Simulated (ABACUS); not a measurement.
Set-up for a self-consistent single point of Sr5Cd3 (Ibam, 32 atoms in the cell; from Materials Project mp-542484, changed as shown).

```xyz
32
Lattice="8.7716 0.0000 0.0000 0.0000 8.5962 0.0000 0.0000 0.0000 16.4136" Properties=species:S:1:pos:R:3 pbc="T T T"
Sr     4.3858     4.2981     0.0000
Sr     0.0000     0.0000     0.0000
Sr     5.8696     1.4541     2.4092
Sr     7.2878     2.8440     5.7976
Sr     7.2878     5.7522     2.4092
Sr     5.8696     7.1421     5.7976
Sr     2.9020     7.1421     2.4092
Sr     1.4838     5.7522     5.7976
Sr     1.4838     2.8440     2.4092
Sr     2.9020     1.4541     5.7976
Sr     0.0000     0.0000     8.2068
Sr     4.3858     4.2981     8.2068
Sr     1.4838     5.7522    10.6160
Sr     2.9020     7.1421    14.0044
Sr     2.9020     1.4541    10.6160
Sr     1.4838     2.8440    14.0044
Sr     7.2878     2.8440    10.6160
Sr     5.8696     1.4541    14.0044
Sr     5.8696     7.1421    10.6160
Sr     7.2878     5.7522    14.0044
Cd     4.3858     4.2981     4.1034
Cd     0.0000     0.0000     4.1034
Cd     7.7076     3.2554     0.0000
Cd     1.0640     5.3408     0.0000
Cd     5.4498     7.5535     0.0000
Cd     3.3218     1.0427     0.0000
Cd     0.0000     0.0000    12.3102
Cd     4.3858     4.2981    12.3102
Cd     3.3218     7.5535     8.2068
Cd     5.4498     1.0427     8.2068
Cd     1.0640     3.2554     8.2068
Cd     7.7076     5.3408     8.2068
```

All values come from this method and carry its errors: LDA (PW92), numerical atomic orbitals TZP (confined pseudo-atomic orbitals; energy shift 0.003 Ry), PseudoDojo 0.4 standard norm-conserving LDA (tails mended) pseudopotentials in ABACUS.

ABACUS settings:

- basis = TZP numerical atomic orbitals, energy shift 0.003 Ry
- KPT = Gamma 2 2 1 0 0 0
- basis_type = lcao
- dft_functional = PWLDA
- ecutwfc = 100 Ry
- smearing_method = mv
- smearing_sigma = 0.0199916 Ry
- potentials = PseudoDojo 0.4 standard norm-conserving LDA (tails mended)
- symmetry = 1
- ks_solver = scalapack_gvx
- scf_nmax = 100
- scf_thr = 1.0e-07
- mixing_type = pulay
- mixing_beta = 0.7

Results:

| Item | Value |
|---|---|
| Number of valence electrons | 440 |
| Number of bands | 265 |
| Number of k-points after the program's reduction | 4 |
| Size of the basis | 600 |
| Number of SCF iterations | 11 |
| Free energy E − TS | -75883.5915 eV |
| Fermi level (on the code's own zero) | 7.45 eV |
| Pressure | -2.37 GPa |
| Largest force (vector length) | 0.114 eV/Å |

Stress (GPa, positive for compression):
```
-2.43   0.00   0.00
 0.00  -2.29   0.00
 0.00   0.00  -2.40
```

For comparison: a first run was changed to give this one (lattice vector b scaled by 0.98), and from it to this one the free energy falls by 12.4 meV/atom, the pressure goes from -2.72 to -2.37 GPa and the largest force goes from 0.125 to 0.114 eV/Å.

The atom-centred basis is finite, which shifts total energies, pressures and forces against plane waves. The structure comes from a collection of computed structures, made at another level of theory; the collection holds predicted forms beside known ones. No clean gap shows at this smearing width and mesh (spacing up to 0.38 Å⁻¹); the mesh is coarse for partly filled bands, so the values carry mesh errors.

Cost on one core: roughly 7 core-minutes.

The atomic orbitals were generated for these runs; they are not ABACUS's published sets and were checked against plane waves on a few crystals only.

“Tails mended”: in these copies of the files the far tail of each local potential was reset to the Coulomb form.
